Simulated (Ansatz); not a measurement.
HfB2, DFT, PBEsol, all-electron PAW with datasets made for the crystal, scalar-relativistic (Ansatz 0.2.0), run on 1 thread of Intel(R) Xeon(R) Platinum 8488C (Sapphire Rapids) on a shared host.

The cell comes from COD entry 1510711, which wasn't checked; take it as a given geometry. The listed cell was then made from it by scaling, straining or moving an atom.

Command: `ansatz run input.yaml --threads 1 --pin off --max-ram 6144MiB --backend cpu --events-out ev --progress --plain --runs-dir out`

```yaml
crystal:
  lattice:
    - [3.1400001005, 0.0, 0.0]
    - [-1.5700000503, 2.7193198549, 0.0]
    - [0.0, 0.0, 3.5496]
  atoms:
    - { symbol: Hf, position: [0.0, 0.0, 0.0] }
    - { symbol: B, position: [0.3333333333, 0.6666666667, 0.5] }
    - { symbol: B, position: [0.6666666667, 0.3333333333, 0.5] }
kpoints:
  mp_grid: { grid: [13, 13, 11] }
scf:
  occupations: { method: fermi_dirac, width: 0.05 }
hamiltonian:
  xc: pbesol
  pseudopotentials: { kind: all_electron, datasets: crystal }
output:
  forces: true
  stress: true
  eigenvalues: true
  efg: { contact_densities: true }
```

Q: How large is the problem that the program sets up?

A: 126 irreducible k-points, 563 plane waves at Γ, 20 bands.

Q: About how long does it take, and how much memory does it use?

A: 22 s of wall time for 9 SCF iterations, with a peak of 0.73 GiB. Times on shared machines scatter by tens of per cent.

Q: And the same cell and mesh by frozen-core PAW, asked for forces, stress, eigenvalues, efg, on the same hardware?

A: 5.1 s, peak memory 0.47 GiB.
